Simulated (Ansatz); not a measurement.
Notes on CsAuBr$_{3}$

```yaml
crystal:
  lattice:
    - [0.00000, 7.71000, 0.00000]
    - [7.71000, 0.00000, 0.00000]
    - [3.85500, 3.85500, -5.61810]
  atoms:
    - { symbol: Au, position: [0.00000, 0.00000, 0.00000] }
    - { symbol: Au, position: [0.50000, 0.50000, 0.00000] }
    - { symbol: Br, position: [0.22200, 0.22200, 0.00000] }
    - { symbol: Br, position: [0.22200, 0.77800, 0.00000] }
    - { symbol: Br, position: [0.77800, 0.77800, 0.00000] }
    - { symbol: Br, position: [0.77800, 0.22200, 0.00000] }
    - { symbol: Br, position: [0.71220, 0.71220, 0.57560] }
    - { symbol: Br, position: [0.28780, 0.28780, 0.42440] }
    - { symbol: Cs, position: [0.75000, 0.25000, 0.50000] }
    - { symbol: Cs, position: [0.25000, 0.75000, 0.50000] }
```

The numbers come from plane-wave PAW DFT (Ansatz): r2SCAN, no spin polarisation, 500 eV, 5×5×5 Γ-centred k points, gaussian occupations (width 0.0693 eV). Nothing was relaxed.

Electronic structure: The gap is 0.96 eV, indirect (the least direct gap found is 0.99 eV).
Forces: The largest is on Br3 (and as large on other atoms): 0.74 eV/Å, components (0.52, 0.52, 0.00). It makes 180° with the line to a nearest neighbour, Au1 at 2.42 Å, pointing away from it.
Formation energy: -1.03 eV an atom against the elements' usual phases (free molecules for gases, crystals otherwise, with no correction for O₂ or N₂), so it is bound against them; other compounds may still compete. Relaxing would lower it.
Stress: The pressure is 2.3 GPa (compression positive), so with the atoms held at these fractions the cell would first expand.

Origin: a database entry at a rescaled volume. Caveats: no spin-orbit coupling, which can shift this gap by tenths of an eV.
